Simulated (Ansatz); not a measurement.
**BeGa$_{3}$: what symmetry allows forces and stress to be**

```
CELL_PARAMETERS angstrom
-2.07466 2.07466 3.50710
2.07466 -2.07466 3.50710
2.07466 2.07466 -3.50710
ATOMIC_POSITIONS crystal
Be 0.00085 0.00085 0.00000
Ga 0.74651 0.24651 0.50000
Ga 0.24651 0.74651 0.50000
Ga 0.50613 0.50613 0.00000
```

Theory: Ansatz 0.2.0, DFT PBE, scalar-relativistic, plane waves, PAW.

Plane waves to 420 eV, a k mesh through Γ of 14×14×14 on the computed 4-atom cell and Gaussian smearing (0.10 eV); no spin polarisation.

This distorted cell has space group I4mm, with 8 operations.

Q: Without a calculation: in which directions can each atom feel a force?

A: A force must be left unchanged by every operation that keeps its atom in place, so it lies in the space that those operations leave fixed. Atoms that the group maps onto each other feel forces of one size.
| atom | site symmetry | operations at the site | equivalent to atom | allowed force (Cartesian) |
| --- | --- | --- | --- | --- |
| Be1 | 4mm | 8 | 1 | along (0.00, 0.00, 1.00) |
| Ga2 | 2mm. | 4 | 2 | along (0.00, 0.00, 1.00) |
| Ga3 | 2mm. | 4 | 2 | along (0.00, 0.00, 1.00) |
| Ga4 | 4mm | 8 | 4 | along (0.00, 0.00, 1.00) |

That leaves 3 independent force components of 12, tied by 1 condition that the forces sum to zero, so 2 remain. A relaxation in this cell that keeps the symmetry moves the atoms in these directions alone.

Q: And the stress tensor?

A: It must be invariant under the point group, which leaves 2 independent components: yz, xz, xy vanish; xx = yy.

Q: Do the computed values obey this?

A: Yes. Forces (eV/Å):
```
Be1  0.000  0.000 -0.045
Ga2  0.000  0.000  0.213
Ga3  0.000  0.000  0.213
Ga4  0.000  0.000 -0.382
```

Stress (GPa, compression positive, xx yy zz yz xz xy): 2.72 2.72 8.81 0.00 0.00 0.00. The program imposes the same operations on density, forces and stress, so this confirms the analysis and is no independent test of the calculation.